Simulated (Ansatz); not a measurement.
Given:

V$_{3}$Ge:
```cif
data_GeV3
_chemical_formula_sum 'Ge1 V3'
_space_group_name_H-M_alt 'P 1'
_space_group_IT_number 1
_cell_length_a 4.23857
_cell_length_b 4.23857
_cell_length_c 4.23857
_cell_angle_alpha 60.000
_cell_angle_beta 60.000
_cell_angle_gamma 60.000
loop_
_space_group_symop_operation_xyz
  'x, y, z'
loop_
_atom_site_label
_atom_site_type_symbol
_atom_site_fract_x
_atom_site_fract_y
_atom_site_fract_z
_atom_site_occupancy
Ge1 Ge 0.00000 0.00000 0.00000 1
V1 V 0.50000 0.50000 0.50000 1
V2 V 0.25000 0.25000 0.25000 1
V3 V 0.75000 0.75000 0.75000 1
```
The run is spin-polarised; directions of the spins, atom by atom: 0 ↓ ↑ ↑.

This is the r²SCAN-relaxed structure.

### Question
All from plane-wave PAW r²SCAN (Ansatz code), unless another level is named. Estimate the electronic character.

### Answer
metallic (no gap).

### Question
Next, the density of states at the Fermi level?

### Answer
0.97 states/eV per atom (mean over ±0.08 eV).

### Question
And the formation energy from the elements (no fitted shifts)?

### Answer
-0.23 eV/atom.

Space group Fm-3m. The cell is a constructed one: a structure type filled with these elements; neither database checked (COD, Materials Project) lists it. COD files the formula under space group No. 223. Whether it is the stable phase at ambient conditions was not checked. The r²SCAN relaxation kept the symmetry of its start, as lowered by the spin order; its stability against distortions is not shown here. The final state is ferrimagnetic, chosen from 2 collinear starts compared on coarse meshes (ties went to the first, and starts can fall back to one state), not a proven ground state. The program gave a warning on the electronic state, which may not be the lowest. The references are the lowest solids computed at this level, not always the standard phases. Scalar-relativistic: spin–orbit coupling is off unless named, which matters more the heavier the elements.

Potentials: the earlier of the program's two PAW sets.
